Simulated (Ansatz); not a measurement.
RuSe: changing the functional

The cell as given:

```cif
data_structure
_symmetry_space_group_name_H-M 'Pm-3m'
_symmetry_Int_Tables_number 221
_cell_length_a 3.1877
_cell_length_b 3.1877
_cell_length_c 3.1877
_cell_angle_alpha 90.000
_cell_angle_beta 90.000
_cell_angle_gamma 90.000
_cell_volume 32.39
loop_
_atom_site_label
_atom_site_type_symbol
_atom_site_symmetry_multiplicity
_atom_site_Wyckoff_symbol
_atom_site_fract_x
_atom_site_fract_y
_atom_site_fract_z
_atom_site_occupancy
Ru1 Ru 1 a 0.00000 0.00000 0.00000 1
Se1 Se 1 b 0.50000 0.50000 0.50000 1
```

The cell comes from a database or a generator and needn't be the stable form of this composition.

Kept alike: task relaxation of cell and atoms; k mesh 8 × 8 × 8; occupations fermi-dirac, width 0.05 eV; no spin polarisation. Program: Ansatz, Ansatz PAW, cutoff 420 eV. The mesh is that of the run's cell of 2 atoms. No spin-orbit coupling.

| run | volume (Å³/atom) |
| --- | --- |
| A | 14.700 |
| B | 15.312 |
| C | 16.452 |
| D | 14.437 |
| E | 15.507 |
| F | 15.588 |

The relaxations keep at least the cell's symmetry (Pm-3m). For a metal such a mesh leaves the last digits unconverged. Relaxations stop with a little pressure left, so the last digits of a volume or edge aren't settled. All rows use potentials made for PBE.

Q: The runs differ in the functional alone: BLYP; LDA; PBE; PBEsol; RPBE; revPBE. Which run is which?

A: Run A is PBEsol; run B is PBE; run C is BLYP; run D is LDA; run E is revPBE; run F is RPBE. The volume runs from 14.437 (LDA) to 16.452 Å³/atom (BLYP). From PBE: BLYP +1.140; LDA -0.875; PBEsol -0.612; RPBE +0.276; revPBE +0.195.
